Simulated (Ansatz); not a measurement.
This Zn2SiN2 structure is the end of a relaxation. The cell was found from a structure generator's guess, not taken from experiment.

Level of theory: DFT PBE, scalar-relativistic, plane waves, PAW (Ansatz 0.2.0). Cutoff 420 eV, Γ-centred mesh, Gaussian smearing, no spin polarisation.

```yaml
crystal:
  lattice:
    - [1.43236, 0.82697, 7.74492]
    - [-1.43236, 0.82697, 7.74492]
    - [0.00000, -1.65395, 7.74492]
  atoms:
    - { symbol: Zn, position: [0.71039, 0.71039, 0.71039] }
    - { symbol: Zn, position: [0.28961, 0.28961, 0.28961] }
    - { symbol: Si, position: [0.50000, 0.50000, 0.50000] }
    - { symbol: N, position: [0.20821, 0.20821, 0.20821] }
    - { symbol: N, position: [0.79179, 0.79179, 0.79179] }
```

Energies over the elements count from the elements' standard structures at the same level (N₂ as a molecule), with no fitted energy shifts.

(1) Find its symmetry and describe it.

(2) What is its formation energy per atom?

(3) Is it a metal?

Answers

(1) R-3m (No. 166). Conventional cell: a = 2.865 Å, c = 23.235 Å. Around Zn lies 1 N at 1.89 Å; around Si lie 6 N at 1.91 Å; around N lie 1 Zn at 1.89 Å and 3 Si at 1.91 Å.

(2) −0.22 eV/atom. It lies below the elements, which doesn't yet make it stable against other compounds or structures.

(3) Yes, bands cross the Fermi level on the 18×18×18 mesh.

The last run used an 18×18×18 mesh for its 5-atom cell and Gaussian smearing of 0.10 eV. The cell is a metal run without spin; a magnetic state may lie lower. A structure relaxed within its symmetry needn't be a true minimum.
